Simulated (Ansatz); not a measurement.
A structure of Mg2Ge relaxed with PBEsol (plane waves to 420 eV, PAW, scalar-relativistic; Ansatz, a quantum-chemistry and plane-wave program); single points at other levels follow on the same geometry (Ansatz, PAW; HSE06 at 420 eV on a 6×6×6 k-mesh; no spin-orbit coupling). Space group Fm-3m (No. 225).

```
CELL_PARAMETERS angstrom
      0.00000     3.18204     3.18204
      3.18204     0.00000     3.18204
      3.18204     3.18204     0.00000
ATOMIC_POSITIONS crystal
  Ge 0.00000 0.00000 0.00000
  Mg 0.25000 0.25000 0.25000
  Mg 0.75000 0.75000 0.75000
```

| level | gap (eV) | kind | conduction minimum |
|---|---|---|---|
| PBEsol | 0.08 | indirect | X |
| HSE06 | 0.51 | – | X |

HSE06 gaps come from a coarse mesh plus a few chosen points, so they may be too large. No spin polarisation in the result.

Measured for Mg2Ge: gap 0.74 eV (as listed in Byungki Ryu et al., Journal of the Korean Physical Society (2019)). Computed minus measured — gap: PBEsol -0.66 eV, HSE06 -0.23 eV. The computed values are for a static lattice, and a measured gap can be an optical one, lowered by exciton binding.

The run could not lose the symmetry of its start.
